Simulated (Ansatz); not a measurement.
## Does relaxation matter for the field gradients of RbSb₄F₁₃?

Start: an entry of the Crystallography Open Database (COD), taken as it stands.

Space group I4/m (No. 87); a = 9.6350, c = 6.5630 Å.

| site | Wyckoff | site symmetry | x | y | z |
| --- | --- | --- | --- | --- | --- |
| Rb | 2b | 4/m.. | 0.0000 | 0.0000 | 0.5000 |
| Sb | 8h | m.. | 0.2980 | 0.9806 | 0.0000 |
| F6 | 2a | 4/m.. | 0.0000 | 0.0000 | 0.0000 |
| F7 | 8h | m.. | 0.3470 | 0.9030 | 0.5000 |
| F11 | 16i | 1 | 0.0970 | 0.7920 | 0.7640 |

One atom of each set is listed; the run and its k-mesh use a cell of 18 atoms with edges of 7.56, 7.56, 7.56 Å.

All values are calculated (Ansatz; DFT, PBE, plane waves and PAW, scalar-relativistic, 420 eV cutoff, Γ-centred 5×5×5 k-points, Fermi–Dirac smearing 0.02 eV), not measured.

The largest force at the start is 3.8 eV/Å. Relaxing the ions at fixed cell moves them by 0.446 Å at most (atom 8, F) and 0.265 Å rms. End positions:

Rb (0.0000, 0.0000, 0.5000)
Sb (0.2771, 0.9937, 0.0000)
F6 (0.0000, 0.0000, 0.0000)
F7 (0.3766, 0.9386, 0.5000)
F11 (0.1126, 0.7918, 0.7780)

```json
{"site": "Rb", "moved (Å)": "0.000", "first shell before": "14 F at 2.81–3.47 Å", "first shell after": "14 F at 2.92–3.68 Å", "V_zz before (10²¹ V/m²)": "-3.77", "η before": "0.00"}
{"site": "Sb", "moved (Å)": "0.237", "first shell before": "3 F at 1.94–2.10 Å", "first shell after": "3 F at 1.97–2.00 Å", "V_zz before (10²¹ V/m²)": "-32.9", "η before": "0.10"}
{"site": "F6", "moved (Å)": "0.000", "first shell before": "4 Sb at 2.88 Å, 2 Rb at 3.28 Å", "first shell after": "4 Sb at 2.67 Å; also 2 Rb at 3.28 Å", "V_zz before (10²¹ V/m²)": "-9.36", "η before": "0.00"}
{"site": "F7", "moved (Å)": "0.446", "first shell before": "1 Sb at 1.94 Å", "first shell after": "1 Sb at 2.00 Å", "V_zz before (10²¹ V/m²)": "10.42", "η before": "0.02"}
{"site": "F11", "moved (Å)": "0.176", "first shell before": "1 Sb at 2.10 Å", "first shell after": "1 Sb at 1.97 Å", "V_zz before (10²¹ V/m²)": "13.50", "η before": "0.33"}
```

Problem. What are V_zz and η after the relaxation?

Solution. 

| site | V_zz after | η after | change of V_zz |
| --- | --- | --- | --- |
| Rb | -2.19 | 0.00 | +1.58 |
| Sb | -31.7 | 0.15 | +1.16 |
| F6 | -7.58 | 0.00 | +1.78 |
| F7 | 10.60 | 0.23 | +0.18 |
| F11 | 11.69 | 0.26 | -1.81 |

The largest change of V_zz is on F11, from 13.50 to 11.69. The whole tensor moves most on F7, by 9.04 along its most changed direction. In per cent, |V_zz| changes by -42 on Rb, -4 on Sb, -19 to +2 on F (all sites that start above 0.5). Where |V_zz| stays above 0.1, η moves most on F7, from 0.02 to 0.23. Forces this large mark an entry whose positions are poorly determined or wrongly transcribed.

Without spin–orbit coupling (the program notes it for Rb and Sb) the gradients are little affected as a rule: paired runs on crystals with a gap mostly move them by under 2 % at such atoms. With these PAW files V_zz is typically within 2 to 3 % of all-electron values, but misses above 10 % occur on Sb.
Before: At this cell the principal stresses reach 5 GPa in size with PBE, which can matter for small gradients. The database positions are far from the calculated equilibrium, so these values describe the entry as written and may be far from the real compound's.
After: The database positions were far from equilibrium, so the relaxed structure may not be the compound's real one.
